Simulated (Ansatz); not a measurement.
SiMo₂C in space group P6_3/mmc (No. 194; Si on 2d, Mo on 4f, C on 2a) under volume change, PBEsol (plane waves, PAW; program Ansatz), shape and atoms relaxed at each volume.

```
V (Å³/atom)  E − E(relaxed) (meV/atom)  P (GPa)
-----------  -------------------------  -------
11.459                             ___      ___
11.837                            37.5    16.73
12.214                             ___      ___
12.592                             0.0     0.00
12.970                             8.1    -6.69
13.348                            30.7   -12.32
13.725                            65.6   -17.12
```

Q: Fill in the missing entries.

A: 
- 11.459, E − E(relaxed) (meV/atom): 88.7
- 11.459, P (GPa): 26.61
- 12.214, E − E(relaxed) (meV/atom): 8.9
- 12.214, P (GPa): 7.74

Q: What does a third-order Birch–Murnaghan fit give for V₀, B₀ and B′?

A: V₀ = 12.60 Å³/atom, B₀ = 236 GPa, B′ = 3.8.

The start of the workflow was typed in or built on a structure type; neither database checked (COD, Materials Project) lists it. Whether it is the stable phase at ambient conditions was not checked. The PBEsol relaxation kept the symmetry of its start; whether a distortion lowers the energy is not shown. The run is not spin-polarised.

Potentials: the earlier of the program's two PAW sets.
